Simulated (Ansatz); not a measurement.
Total density of states per atom from PBEsol (plane waves, PAW; program Ansatz), in 0.25 eV bins, energy from the valence-band maximum:

```csv
E (eV),states/eV/atom
-7.86,0.00
-7.61,0.00
-7.36,0.00
-7.11,0.02
-6.86,0.09
-6.61,0.23
-6.36,0.43
-6.11,0.48
-5.86,0.37
-5.61,0.41
-5.36,0.39
-5.11,0.35
-4.86,0.30
-4.61,0.28
-4.36,0.31
-4.11,0.35
-3.86,0.37
-3.61,0.37
-3.36,0.36
-3.11,0.32
-2.86,0.39
-2.61,0.63
-2.36,0.72
-2.11,0.57
-1.86,0.61
-1.61,0.73
-1.36,0.71
-1.11,0.81
-0.86,0.60
-0.61,0.41
-0.36,0.26
-0.11,0.10
0.14,0.00
0.39,0.00
0.64,0.00
0.89,0.00
1.14,0.00
1.39,0.00
1.64,0.00
1.89,0.00
2.14,0.00
2.39,0.01
2.64,0.01
2.89,0.02
3.14,0.03
3.39,0.04
3.64,0.05
3.89,0.07
4.14,0.13
4.39,0.31
4.64,0.33
4.89,0.35
5.14,0.39
5.39,0.54
5.64,0.57
5.89,0.39
6.14,0.32
6.39,0.34
6.64,0.28
```

Q: Which compound is it?
A. Mo2N, R-3m (Mo on 6c, N on 3a)
B. GaPt, P2_13 (Ga on 4a, Pt on 4a)
C. GaAs, P4_2/mnm (Ga on 4g, As on 4f)
D. GaN, P4_2/mnm (Ga on 4g, N on 4f)

A: D, GaN, P4_2/mnm (Ga on 4g, N on 4f). Top 1 eV of the valence band: N 2p 89 %, Ga 4p 7 %. Bottom 1 eV of the conduction band: N 2s 37 %, Ga 4s 34 %, N 2p 16 %, Ga 4p 11 %. Projections are on Löwdin-orthogonalised atomic valence shells; empty p or d shells of many metals are not among them.

The start of the workflow was typed in or built on a structure type; neither database checked (COD, Materials Project) lists it. It is not the phase usual at ambient conditions (space group No. 186, 216). The cell was relaxed with PBEsol under the symmetry of its start; its stability against distortions is not shown here. Spin–orbit coupling is left out wherever it is not named.

Potentials: the earlier of the program's two PAW sets. The files were generated under PBE; for other functionals the program regenerates the frozen cores, and for LDA and PBEsol the local potential too.
